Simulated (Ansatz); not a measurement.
## PdS2O5: reading a single point

```
S Pd O
1.0
     0.00000    5.31826    0.00000
     5.84415   -2.65913    0.00000
     2.12048    0.00000   -6.56512
S Pd O
4 2 10
Direct
  0.45063 0.72288 0.32070
  0.72775 0.27712 0.17930
  0.54937 0.27712 0.67930
  0.27225 0.72288 0.82070
  0.00000 0.00000 0.50000
  0.00000 0.00000 0.00000
  0.64140 0.74280 0.50290
  0.89860 0.25720 0.99710
  0.35860 0.25720 0.49710
  0.10140 0.74280 0.00290
  0.44840 0.00000 0.25000
  0.55160 0.00000 0.75000
  0.64220 0.74200 0.13130
  0.90020 0.25800 0.36870
  0.35780 0.25800 0.86870
  0.09980 0.74200 0.63130
```

Single point in Ansatz 0.2.0 with r2SCAN, no spin polarisation. Cutoff 500 eV, PAW datasets, 5×5×4 Γ-centred k mesh, gaussian filling (width 0.0264 eV).

Formation energy: -0.78 eV an atom against the elements' usual phases (free molecules for gases, crystals otherwise, with no correction for O₂ or N₂), so it is bound against them; other compounds may still compete. Relaxing would lower it.
Electronic structure: The gap on the k mesh is 1.68 eV; the mesh may miss the band edges, so the true gap of this level can be smaller.
Forces: The largest is on S1 (and as large on other atoms): 4.13 eV/Å, components (1.85, 3.63, 0.68). It makes 55° with the line to a nearest neighbour, O13 at 1.60 Å.
Band edges: Within 0.7 eV of the edges, the states project mainly on Pd d (67 %) and O p (28 %) below the gap and on Pd d (45 %), O p (22 %) and S p (17 %) above it.
Stress: The pressure is -2.4 GPa (compression positive), so with the atoms held at these fractions the cell would first shrink; the forces are large, so a full relaxation may end otherwise. The principal stresses -13.3, -1.1, 7.1 GPa differ, so its shape would change too.

Origin: a known structure type with other elements, at an estimated volume, so it need not be a known compound. Caveats: an odd or shifted mesh can miss the band edges, so this level's true gap may be smaller; atoms or cell far from equilibrium.
